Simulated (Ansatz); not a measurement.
## SrCu₂Sb₂ (P4/nmm): electronic heat capacity and spin susceptibility from the density of states

Computed with DFT r2SCAN, scalar-relativistic, plane waves, PAW in Ansatz 0.2.0.

Plane waves to 500 eV, a k mesh through Γ of 8×8×4 on the computed 10-atom cell and Gaussian smearing (0.10 eV); no spin polarisation.

Relaxed cell: P4/nmm, a = 4.564 Å, b = 4.564 Å, c = 10.767 Å, α = 90.00°, β = 90.00°, γ = 90.00°, 10 atoms in the primitive cell. Whether it is the stable form of this composition wasn't checked.

The density of states at the Fermi level is 3.306 states/eV in the cell of 10 atoms (2 formula units; both spins, tetrahedra on a 12×12×6 mesh). Averaged over bins of 0.1 eV the density runs from 2.3 to 3.6 states/eV within 0.2 eV of the Fermi level, so the figure hangs on the exact place of that level.

Question: What Sommerfeld coefficient and Pauli susceptibility does this give?

Answer: Per formula unit N(E_F) = 1.653 states/eV. γ = (π²/3) k_B² N(E_F) N_A = 2.357 mJ/(mol K²) per state/eV, so γ = 3.9 mJ/(mol K²), a mole of formula units. χ_P = μ_B² N(E_F) N_A = 3.23×10⁻⁵ emu/mol per state/eV gives 5.3×10⁻⁵ emu/mol. This is the bare band result: a measured γ of the same phase is as a rule larger by a factor 1 + λ from phonons and spin fluctuations, the spin part of χ is larger by the Stoner factor, and a measured χ also holds orbital and core terms. N(E_F) at one energy is sensitive to the mesh where the density of states has sharp peaks.

Spin-orbit coupling is left out, which matters for the bands of heavy elements.

Cost: 1 run of about 20 core-minutes, on AMD EPYC (Zen 3) (shared hosts).